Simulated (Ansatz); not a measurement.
Data:

LaIn$_{3}$:
```yaml
crystal:
  lattice:
    - [4.76560, 0.00000, 0.00000]
    - [0.00000, 4.76560, 0.00000]
    - [0.00000, 0.00000, 4.76560]
  atoms:
    - { symbol: La, position: [0.00000, 0.00000, 0.00000] }
    - { symbol: In, position: [0.50000, 0.00000, 0.50000] }
    - { symbol: In, position: [0.00000, 0.50000, 0.50000] }
    - { symbol: In, position: [0.50000, 0.50000, 0.00000] }
```

This is the r²SCAN-relaxed structure.

### Question
All from DFT-r²SCAN in the program Ansatz with PAW potentials, unless another level is named. Predict the density of states at the Fermi level.

### Answer
0.50 states/eV per atom (mean over ±0.08 eV).

### Question
What about the formation energy from the elements (no fitted shifts)?

### Answer
-0.59 eV/atom.

Space group Pm-3m (Cu3Au type). The first step of the workflow began from a Materials Project structure, measured or hypothetical; the Crystallography Open Database copy checked does not list it. With La and In taken as one species the cell has the higher symmetry Fm-3m, so it may be an ordered model of a mixed-site phase. Its standing as an ambient phase is unchecked. The r²SCAN relaxation kept the symmetry of its start; its stability against distortions is not shown here. The references are the lowest solids computed at this level, not always the standard phases. Spin–orbit coupling is left out wherever it is not named.

Potentials: the earlier of the program's two PAW sets.
